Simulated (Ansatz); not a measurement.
**LiMg (P-6m2), two-dimensional strain map**

The calculation used Ansatz, DFT LDA, scalar-relativistic, plane waves, PAW. Settings: plane waves to 420 eV, k-mesh 18×18×10 (Γ-centred), Gaussian smearing 0.15 eV. No spin polarisation. Energies are free energies at this smearing, counted from the undisturbed cell; pressure is positive in compression.

Zero of the scan (as given, not relaxed at this level; it stands at -1.2 GPa, and it needn't be the usual structure):

```
Li Mg
1.0
     3.10850    0.00000    0.00000
    -1.55425    2.69204    0.00000
     0.00000    0.00000    5.02547
Li Mg
1 1
Direct
  0.00000 0.00000 0.00000
  0.66667 0.33333 0.50000
```

The cell is strained by p along both x and y and by q along z, fractional coordinates fixed. Points are written (p, q).

Energy above the undisturbed cell in meV/atom (a dash: not computed):

| p \ q | -0.030 | -0.015 | 0.000 | 0.015 | 0.030 |
| --- | --- | --- | --- | --- | --- |
| -0.030 | -1.4 | -2.7 | -2.2 | 0.0 | 4.0 |
| 0.000 | -1.2 | – | 0.0 | – | 7.1 |
| 0.030 | 13.9 | – | 17.4 | – | 26.0 |

Pressure in GPa:

| p \ q | -0.030 | -0.015 | 0.000 | 0.015 | 0.030 |
| --- | --- | --- | --- | --- | --- |
| -0.030 | 1.2 | 0.8 | 0.4 | 0.0 | -0.3 |
| 0.000 | -0.6 | – | -1.2 | – | -1.8 |
| 0.030 | -1.9 | – | -2.4 | – | -2.9 |